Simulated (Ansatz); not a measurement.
A crystal relaxed with r2SCAN in Ansatz has space group P3m1 (No. 156) and a = 4.071 Å, c = 10.000 Å.

```
atom  site       x       y       z
  Xx    1a  0.0000  0.0000  0.0009
  In    1c  0.6667  0.3333  0.6737
  In    1b  0.3333  0.6667  0.3275
   P    1c  0.6667  0.3333  0.9296
   P    1b  0.3333  0.6667  0.5819
   P    1a  0.0000  0.0000  0.2365
```

r2SCAN gives a direct gap of 0.95 eV at Γ. HSE06 gives a direct gap of 1.35 eV at Γ. Meshes: r2SCAN 12×12×4, HSE06 6×6×2.

Question: Which element is Xx?
A. Al
B. Ga
C. B
D. Tl

Answer: B. Xx is Ga: In2GaP3 as one 6-atom ordering (P3m1) on the zincblende lattice. Around Ga lie 4 P at 2.36–2.46 Å; around In lie 4 P at 2.52–2.56 Å; around In lie 4 P at 2.52–2.54 Å; around P lie 3 Ga at 2.46 Å and 1 In at 2.56 Å; around P lie 4 In at 2.52–2.54 Å; around P lie 1 Ga at 2.36 Å and 3 In at 2.52 Å.

Values at 0 K without nuclear motion; spin polarisation is off, and the phase may be a hypothetical one.

Spin-orbit coupling is left out, which matters wherever the heavy atoms make up the band edges.

The meshes of the hybrids are coarse, so their gaps aren't converged to the digits shown.
